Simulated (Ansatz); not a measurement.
WSeS:
```cif
data_S2Se2W2
_chemical_formula_sum 'W2 Se2 S2'
_space_group_name_H-M_alt 'P-3m1'
_space_group_IT_number 164
_space_group_name_Hall '-P 3 2"'
_cell_length_a 3.23581
_cell_length_b 3.23581
_cell_length_c 12.89662
_cell_angle_alpha 90.000
_cell_angle_beta 90.000
_cell_angle_gamma 120.000
loop_
_atom_site_label
_atom_site_type_symbol
_atom_site_symmetry_multiplicity
_atom_site_Wyckoff_symbol
_atom_site_fract_x
_atom_site_fract_y
_atom_site_fract_z
_atom_site_occupancy
W1 W 2 d 0.33333 0.66667 0.25992 1
Se1 Se 2 d 0.66667 0.33333 0.12832 1
S1 S 2 d 0.66667 0.33333 0.37835 1
```

Relaxed at zero pressure with r²SCAN+D4 (plane waves, PAW; program Ansatz).

Q: The volume is raised by 3 % and shape and atoms relax at that volume. What pressure results, and how do the axes share the change?

A: -0.9 GPa; a 0.3 %, b 0.3 %, c 2.4 %; the energy rises by 2 meV/atom.

Q: Give the new structure.

A: 
Space group P-3m1 (No. 164); a = b = 3.245 Å, c = 13.212 Å, α = β = 90.00°, γ = 120.00°

```tsv
atom	site	symmetry	x	y	z
W	2d	3m.	0.3333	0.6667	0.2599
Se	2d	3m.	0.6667	0.3333	0.1315
S	2d	3m.	0.6667	0.3333	0.3755
```

The phase is kept; no other phase was compared at this pressure.

The workflow started from a Materials Project entry (that database holds measured and hypothetical structures alike); the Crystallography Open Database copy checked does not list it. Whether it is the stable phase at ambient conditions was not checked. Symmetry was held in the r²SCAN+D4 relaxation; whether a distortion lowers the energy is not shown. The run is not spin-polarised. Scalar-relativistic: spin–orbit coupling is off unless named, which matters more the heavier the elements.

Potentials: the later of the program's two PAW sets.
